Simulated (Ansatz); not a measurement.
Several occupations of a zinc blende lattice at one composition, 3 B, 3 Al, 3 In, 1 Ga; 10 N. Sites, in fractions of the cell 2.163 2.163 4.326; -2.163 -2.163 4.326; 6.488 -4.326 2.163 Å:

| cell | sites |
| --- | --- |
| all | Al (0.10 0.50 0.80), In (0.50 0.50 0.00), In (0.90 0.50 0.20), N (0.07 0.38 0.60), N (0.17 0.88 0.40), N (0.28 0.38 0.20), N (0.38 0.88 0.00), N (0.47 0.38 0.80), N (0.57 0.88 0.60), N (0.68 0.38 0.40), N (0.78 0.88 0.20), N (0.88 0.38 0.00), N (0.97 0.88 0.80) |
| 1 | Al (0.00 0.00 0.00), Al (0.20 0.00 0.60), B (0.40 0.00 0.20), B (0.60 0.00 0.80), B (0.80 0.00 0.40), Ga (0.70 0.50 0.60), In (0.30 0.50 0.40) |
| 2 | Al (0.40 0.00 0.20), Al (0.70 0.50 0.60), B (0.00 0.00 0.00), B (0.60 0.00 0.80), B (0.80 0.00 0.40), Ga (0.30 0.50 0.40), In (0.20 0.00 0.60) |
| 3 | Al (0.00 0.00 0.00), Al (0.60 0.00 0.80), B (0.20 0.00 0.60), B (0.30 0.50 0.40), B (0.70 0.50 0.60), Ga (0.80 0.00 0.40), In (0.40 0.00 0.20) |

Each was relaxed without symmetry on coarser meshes and computed once more. Level of theory: DFT PBE, scalar-relativistic, plane waves, PAW in Ansatz 0.2.0.

Plane waves to 420 eV, a k mesh through Γ of 5×5×3 on the computed 20-atom cell and Gaussian smearing (0.02 eV); no spin polarisation.

Warren–Cowley parameters of the first shell of the sublattice with most elements (negative: unlike neighbours preferred):
```json
{"cell": "1", "Al-B": "-0.11", "Al-In": "0.07", "B-In": "-0.11", "Al-Ga": "-0.11", "B-Ga": "-0.11", "Ga-In": "-0.11"}
{"cell": "2", "Al-B": "-0.20", "Al-In": "-0.30", "B-In": "-0.20", "Al-Ga": "-0.39", "B-Ga": "0.44", "Ga-In": "-0.39"}
{"cell": "3", "Al-B": "0.07", "Al-In": "-0.11", "B-In": "0.26", "Al-Ga": "0.44", "B-Ga": "-0.67", "Ga-In": "-0.11"}
```

Forces of up to 0.03 eV/Å remain on the final mesh.

Question: Which occupation is lowest in energy, and by how much?

Answer: Cell 3.
| cell | E − E(lowest) (meV/atom) | V (Å³/atom) | gap on mesh (eV) |
| --- | --- | --- | --- |
| 3 | 0.0 | 11.24 | 1.42 |
| 2 | 60.6 | 11.26 | 1.29 |
| 1 | 91.1 | 11.44 | 1.05 |

The gap is read on a mesh, which can miss the band edges, so it can be too wide.

Cost: 6 runs of about 28 core-minutes in all (earlier runs that led there not counted), on Arm Neoverse V2 (shared hosts).